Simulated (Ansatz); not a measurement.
Be (bcc (W type), Im-3m) under volume change, LDA (plane waves, PAW; program Ansatz), scaled uniformly.

```json
[
 {"V (Å³/atom)": "6.783", "E − E(relaxed) (meV/atom)": "28.8", "P (GPa)": "14.68"},
 {"V (Å³/atom)": "7.006", "E − E(relaxed) (meV/atom)": "12.2", "P (GPa)": "9.14"},
 {"V (Å³/atom)": "7.230", "E − E(relaxed) (meV/atom)": "2.9", "P (GPa)": "4.28"},
 {"V (Å³/atom)": "7.454", "E − E(relaxed) (meV/atom)": "0.0", "P (GPa)": "0.03"},
 {"V (Å³/atom)": "7.677", "E − E(relaxed) (meV/atom)": "2.6", "P (GPa)": "-3.71"},
 {"V (Å³/atom)": "7.901", "E − E(relaxed) (meV/atom)": "10.1", "P (GPa)": "-7.00"},
 {"V (Å³/atom)": "8.124", "E − E(relaxed) (meV/atom)": "22.0", "P (GPa)": "-9.89"}
]
```

What does a third-order Birch–Murnaghan fit give for V₀, B₀ and B′?

V₀ = 7.46 Å³/atom, B₀ = 133 GPa, B′ = 3.3.

The workflow started from a Materials Project entry (that database holds measured and hypothetical structures alike); the Crystallography Open Database copy checked does not list it. It is not the phase usual at ambient conditions (space group No. 194). Symmetry was held in the LDA relaxation; whether a distortion lowers the energy is not shown.

Potentials: the earlier of the program's two PAW sets. The files were generated under PBE; for other functionals the program regenerates the frozen cores, and for LDA and PBEsol the local potential too.
